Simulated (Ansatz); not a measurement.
## A run on Ta4O that went wrong

Someone meant to compute Ta4O with PBEsol, plane waves and PAW in Ansatz and wrote this input.

```yaml
crystal:
  lattice:
    - [3.257497, 0.0, 0.0]
    - [0.0, 3.257497, 0.0]
    - [0.0, 0.0, 7.409341]
  atoms:
    - { symbol: Ta, position: [0.0, 0.0, 0.5], spin: 2.0 }
    - { symbol: Ta, position: [0.5, 0.5, 0.783158] }
    - { symbol: Ta, position: [0.5, 0.5, 0.216842] }
    - { symbol: Ta, position: [0.0, 0.0, 0.0] }
    - { symbol: O, position: [0.5, 0.5, 0.5] }
basis:
  ecutwfc: 420
kpoints:
  mp_grid: { grid: [12, 12, 6] }
hamiltonian:
  xc: pbesol
scf:
  occupations: { method: gaussian, width: 0.1 }
output:
  forces: true
  stress: true
  eigenvalues: true
  populations: true
magnetization:
  spin_polarized: false
```

Command:

```bash
ansatz run input.yaml --threads 1 --pin off --max-ram 2560MiB --backend cpu --events-out ev --progress --plain --runs-dir out
```

From the log:

```text
Error: inconsistent input (magnetization.spin_polarized): false but per-atom `spin:`, `per_species`, `initial_magnetization`, `magnetic_field`, or `spin_locking` is set
```

Problem. What is wrong, and how is it cured?

Solution. The fault is starting moments without spin polarisation. Moments need two spin channels. The cure is the moments removed, as this run is meant to be without spin (a magnetic crystal would need spin polarisation switched on instead).

Fix:

```diff
 crystal:
   atoms:
-    - { symbol: Ta, position: [0.0, 0.0, 0.5], spin: 2.0 }
+    - { symbol: Ta, position: [0.0, 0.0, 0.5] }
-magnetization:
-  spin_polarized: false
```

With the mended input the run converges and gives a largest force of 0.094 eV/Å, no gap.

Time of the mended run: 23 s on 1 thread of Arm Neoverse V1, with other jobs on the host, peak memory 0.46 GiB.